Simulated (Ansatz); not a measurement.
Two Ansatz runs on SiW

The cell was built from the CsCl type and relaxed in the same program; it needn't be a known or the stable phase. The listed cell was then made from it by scaling, straining or moving an atom.

First run: DFT, PBE, all-electron PAW with datasets made for the crystal, scalar-relativistic (Ansatz 0.2.0).

Command: `ansatz run input.yaml --threads 1 --pin off --max-ram 2048MiB --backend cpu --events-out ev --progress --plain --runs-dir out` The run took 10 s on 1 thread of Arm Neoverse V2, with other jobs on the host, peak memory 0.51 GiB.

```yaml
crystal:
  lattice:
    - [3.1029508227, 0.0, 0.0]
    - [0.0, 3.1029508227, 0.0]
    - [0.0, 0.0, 3.0570944066]
  atoms:
    - { symbol: W, position: [0.0, 0.0, 0.0] }
    - { symbol: Si, position: [0.5, 0.5, 0.5] }
kpoints:
  mp_grid: { grid: [11, 11, 11] }
scf:
  occupations: { method: fermi_dirac, width: 0.03 }
hamiltonian:
  xc: pbe
  pseudopotentials: { kind: all_electron, datasets: crystal }
output:
  forces: true
  stress: true
  eigenvalues: true
  efg: { contact_densities: true }
```

Result: converged; pressure -6.18 GPa; no gap on the k mesh; 9 SCF iterations.

Spin–orbit coupling is left out, though it moves levels of the heavy atoms by tenths of an eV or more.

The input is then changed:

```diff
@@ -8,5 +8,5 @@
     - { symbol: Si, position: [0.5, 0.5, 0.5] }
 kpoints:
-  mp_grid: { grid: [11, 11, 11] }
+  mp_grid: { grid: [6, 6, 6] }
 scf:
   occupations: { method: fermi_dirac, width: 0.03 }
```

What does the second run give?

It converged; energy at zero smearing +42.1 meV/atom from the first run; pressure -5.10 GPa; no gap on the k mesh; 10 SCF iterations. Some of these settings are too coarse for converged properties.
